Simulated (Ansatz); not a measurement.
Mo (bcc, W type)

```yaml
crystal:
  lattice:
    - [-3.16077, 3.16077, 3.16077]
    - [0.00000, 0.00000, 3.16077]
    - [0.00000, 3.16077, 0.00000]
  atoms:
    - { symbol: Mo, position: [0.00000, 0.00000, 0.00000] }
    - { symbol: Mo, position: [0.50000, 0.00000, 0.00000] }
```

A phonon eigenvector at H = (0.5, 0.5, 0.5) is frozen into this cell: atom i moves by Q times the vector below, so Q is the largest atomic displacement, in Å. The cell is held. It is one choice among 3 degenerate patterns. (q is in reciprocal vectors of the primitive cell; the cell shown is doubled to hold the pattern.)

```csv
atom,x,y,z
Mo1,0.000,0.000,-1.000
Mo2,0.000,0.000,1.000
```

Computed with PBE (plane waves to 420 eV, PAW, scalar-relativistic; Ansatz, a first-principles code). k mesh 21×21×21 (Γ-centred), Fermi-Dirac smearing 0.05 eV. The energy includes the smearing's −TS. Compression counts positive. With partly filled bands, energies and forces of such displacements shift with the k mesh and the smearing. Mo is run without spin polarisation. Mo was relaxed with its symmetry unable to fall. The PAW data are Ansatz's earlier set. The zero of ΔE is the undisplaced structure.

**Question.** Give the computed ΔE (eV/cell) and P (GPa) at Q (Å) = -0.233, -0.047, 0.140, 0.187, 0.280.

**Answer.** 
```tsv
Q (Å)	ΔE (eV/cell)	P (GPa)
-0.233	0.761	14.7
-0.047	0.021	0.6
0.140	0.254	5.4
0.187	0.480	9.6
0.280	1.090	20.4
```

(For displaced atoms, the force is minus the slope of the energy, and its curvature is a force constant, which sets phonon frequencies.)
